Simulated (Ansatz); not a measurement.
Crystals of one structure type (zinc blende) and one family of elements, relaxed and computed with DFT-r²SCAN in the program Ansatz with PAW potentials.

| crystal | V (Å³/atom) | B₀ by P(V) fit (GPa) |
|---|---|---|
| GaN | 11.38 | 196 |
| BP | 11.67 | 169 |
| BAs | 13.67 | 141 |
| GaP | 20.25 | 87.6 |
| GaAs | 22.73 | 72.3 |
| InP | 25.77 | 68.2 |
| InAs | 28.48 | ? |

**Question.** Fit a straight line to ln B₀ against ln V and predict the withheld value.

**Answer.** Least squares on the 6 shown rows: ln B₀ = -1.27 × ln V + (8.296), with a scatter of 4.7 %. For InAs this gives 57.0. The run itself gave 57.2, a miss of 0.3 % of that.

All cells were relaxed under the symmetry of their starts (and spin orders); stability against distortions was not tested throughout. Scalar-relativistic: spin–orbit coupling is off unless named, which matters more the heavier the elements.

Potentials: the earlier of the program's two PAW sets.
